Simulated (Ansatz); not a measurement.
Starting structure of a cell relaxation (symmetry kept):

Space group P6/mmm (No. 191). a = 4.722 Å, b = 4.722 Å, c = 3.012 Å, α = 90.00°, β = 90.00°, γ = 120.00°
```
atom site symmetry x y z
  Zr    1a     6/mmm  0.0000  0.0000  0.0000
  Ti    2d      -6m2  0.6667  0.3333  0.5000
```

Computed with Ansatz 0.2.0, DFT PBEsol, scalar-relativistic, plane waves, PAW.

Settings: cutoff 420 eV, Γ-centred mesh 12×12×14 on the computed 3-atom cell, Gaussian smearing of 0.10 eV; no spin polarisation.

Problem. What does it relax to?

Solution. The volume falls by 0.75 Å³/atom to 18.63 Å³/atom, and the energy falls by 10.0 meV/atom. Final structure:
```cif
data_structure
_symmetry_space_group_name_H-M 'P6/mmm'
_symmetry_Int_Tables_number 191
_cell_length_a 4.6562
_cell_length_b 4.6562
_cell_length_c 2.9772
_cell_angle_alpha 90.000
_cell_angle_beta 90.000
_cell_angle_gamma 120.000
_cell_volume 55.90
loop_
_atom_site_label
_atom_site_type_symbol
_atom_site_symmetry_multiplicity
_atom_site_Wyckoff_symbol
_atom_site_fract_x
_atom_site_fract_y
_atom_site_fract_z
_atom_site_occupancy
Zr1 Zr 1 a 0.00000 0.00000 0.00000 1
Ti1 Ti 2 d 0.66667 0.33333 0.50000 1
```

Course of the relaxation (steps run on the plane waves of an earlier cell, and the basis is chosen afresh near the end, so energy and pressure can step there; trial steps that raised the energy were taken back; energies are free energies):

```tsv
step	E − E_final (meV/atom)	P (GPa)	V (Å³/atom)
1	10.0	-4.12	19.39
2	17.1	5.98	17.74
3	0.0	-0.29	18.68
4	-0.1	0.02	18.63
5	0.0	0.02	18.63
```